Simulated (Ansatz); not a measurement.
AlN:
```
CELL_PARAMETERS angstrom
      3.10655     0.00000     0.00000
     -1.55327     2.69035     0.00000
      0.00000     0.00000     4.97815
ATOMIC_POSITIONS crystal
  Al 0.66667 0.33333 0.49920
  Al 0.33333 0.66667 0.99920
  N  0.66667 0.33333 0.88080
  N  0.33333 0.66667 0.38080
```

Relaxed with r²SCAN.

**Question.** Give the Bader charges and basin volumes of the independent atoms, r²SCAN in the plane-wave PAW code Ansatz.

**Answer.** 

```csv
atom,Bader charge (e),Bader volume (Å³)
Al1,+2.49,3.8
N3,-2.49,17.0
```

Space group P6_3mc (wurtzite). The r²SCAN relaxation kept the symmetry of its start.

Potentials: the earlier of the program's two PAW sets. The files were generated under PBE; for other functionals the program regenerates the frozen cores, and for LDA and PBEsol the local potential too.
